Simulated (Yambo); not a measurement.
## Excitons in KCaF3

```xyz
5
Lattice="4.4817 0.0000 0.0000 0.0000 4.4817 0.0000 0.0000 0.0000 4.4817" Properties=species:S:1:pos:R:3 pbc="T T T"
F      0.0000     2.2409     0.0000
F      2.2409     0.0000     0.0000
F      0.0000     0.0000     2.2409
K      2.2409     2.2409     2.2409
Ca     0.0000     0.0000     0.0000
```

The geometry is that of Materials Project entry mp-4950, symmetrised and not relaxed again.

BSE in Yambo on PBEsol (Quantum ESPRESSO, PseudoDojo norm-conserving, 84 Ry, without SOC) bands: 8×8×8 mesh, 9 valence and 1 conduction bands, static screening with 53 bands and a 3 Ry block, scissor 3.67 eV, Tamm-Dancoff; field along x.

| state | energy (eV) | states within 2 meV | relative strength | class | main transitions |
|---|---|---|---|---|---|
| 1 | 8.64 | 3 | 1.00 | strong | several band pairs |
| 2 | 8.71 | 3 | < 0.01 | dark | several band pairs |
| 3 | 9.22 | 3 | 0.16 | strong | several band pairs |
| 4 | 9.45 | 3 | < 0.01 | dark | several band pairs |
| 5 | 9.46 | 3 | 0.05 | strong | several band pairs |
| 6 | 9.47 | 3 | < 0.01 | dark | several band pairs |
| 7 | 9.54 | 1 | < 0.01 | dark | several band pairs |
| 8 | 9.55 | 2 | < 0.01 | dark | several band pairs |

These are vertical excitations (zero momentum); the indirect quasiparticle gap, about 9.74 eV, is smaller than the direct one (9.91 eV on the GW mesh). The direct quasiparticle gap on this mesh is 9.91 eV; counted from there, state 1 is bound by 1.27 eV. Convergence with the mesh was not shown.

Spin singlets only. Strengths are relative to the strongest of the lowest states of this run; strong means a line over 3 % of the spectrum's maximum, dark under 0.03 %. Absolute energies carry the error of the G0W0 scissor, whose convergence isn't established.

The cell is held in this high symmetry; tilts and polar distortions were not searched.

The structure is a Materials Project entry; no match was found in the copy of COD used, and its stability was not checked.
